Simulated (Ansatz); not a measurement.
TiTeS:
```
TiTeS
1.0
    3.59471     0.00000     0.00000
   -1.79736     3.11311     0.00000
    0.00000     0.00000     6.36441
Ti Te S
1 1 1
Direct
  0.33333   0.66667   0.03417
  0.00000   0.00000   0.74131
  0.66667   0.33333   0.22452
```

Relaxed with r²SCAN+D4. Special points in fractions of this cell's reciprocal vectors: Γ (0.000, 0.000, 0.000); M (0.500, 0.000, 0.000); K (0.333, 0.333, 0.000); A (0.000, 0.000, 0.500); L (0.500, 0.000, 0.500); H (0.333, 0.333, 0.500).

Question: List the band energies nearest the Fermi level at these points for r²SCAN+D4 with spin–orbit coupling in the plane-wave PAW code Ansatz.

Answer: In eV from the Fermi level; about four levels below and three above (degenerate sets whole), none deeper than 8.9 eV; points with the same levels are listed once.

```csv
k,below,above
Γ,-3.52 -3.52 -1.22 -1.22,0.16 0.16 0.17 0.17
M,-2.70 -2.70 -1.22 -1.22,0.10 0.10 1.12 1.12
K,-3.25 -3.13 -2.57 -2.56,0.88 0.92 0.94
A,-3.51 -3.51 -3.05 -3.05,0.13 0.13 0.16 0.16
L,-1.06 -1.06 -0.04 -0.04,1.12 1.12 1.35 1.35
H,-2.73 -2.52 -2.44 -2.39,0.81 0.83 0.86
```

Space group P3m1. The first step of the workflow began from a Materials Project structure, measured or hypothetical; the Crystallography Open Database copy checked does not list it. Its standing as an ambient phase is unchecked. The cell was relaxed with r²SCAN+D4 under the symmetry of its start; whether a distortion lowers the energy is not shown. The run is not spin-polarised.

Potentials: the later of the program's two PAW sets.
